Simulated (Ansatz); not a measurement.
K-39 NMR of the central transition in K₃BeF₅

Cell: a COD entry, its atoms then relaxed with PBE in this cell.

Space group P4/ncc:1 (No. 130); a = 7.1785, c = 10.7420 Å.

```csv
site,Wyckoff,site symmetry,x,y,z
K1,4c,4..,0.0000,0.5000,0.0003
K5,8f,..2,0.1800,0.1800,0.2500
Be,4b,-4..,0.0000,0.0000,0.0000
F17,4c,4..,0.0000,0.5000,0.2501
F21,16g,1,0.1244,0.8757,0.0858
```

One atom of each set is listed.

The numbers come from a DFT calculation in Ansatz (PBE, plane waves and PAW, scalar-relativistic, 420 eV cutoff, Γ-centred 3×3×2 k-points, Fermi–Dirac smearing 0.02 eV).

K-39 has I = 3/2 and Q = 60.30 mb (Pyykkö 2018); at 16.4 T its Larmor frequency is ν₀ = 32.6 MHz. Only the quadrupole interaction is simulated: positions count from each site's isotropic chemical shift, and shift anisotropy, dipolar and J coupling are left out.

Q: What does the K-39 spectrum (static powder) show for each site?

A: 

```json
{"site": "K1", "first shell": "10 F at 2.68–2.99 Å", "C_Q (MHz)": "-2.94", "η": "0.00", "P_Q (MHz)": "2.94", "δ_QIS (ppm)": "-202", "breadth (kHz)": "34.4"}
{"site": "K5", "first shell": "8 F at 2.64–2.84 Å", "C_Q (MHz)": "-2.68", "η": "0.57", "P_Q (MHz)": "2.82", "δ_QIS (ppm)": "-187", "breadth (kHz)": "43.3"}
```

δ_QIS = −(ν_Q²/30ν₀²)[I(I+1) − 3/4](1 + η²/3) × 10⁶ ppm with ν_Q = 3|C_Q|/[2I(2I−1)]; it falls as 1/B₀² in ppm, and the breadth as 1/B₀ in kHz.

An axis of threefold or higher order runs through K1, so V_zz lies along it and η is zero.

The relaxation (5 steps) took 38 s of wall time (2.4 min of CPU time) and 2 GiB at its peak, on 4 threads of Arm Neoverse V1 (aarch64; 8 cores open to the job, memory cap 8.0 GiB, no GPU), a shared host with a load of 0.2 a core.
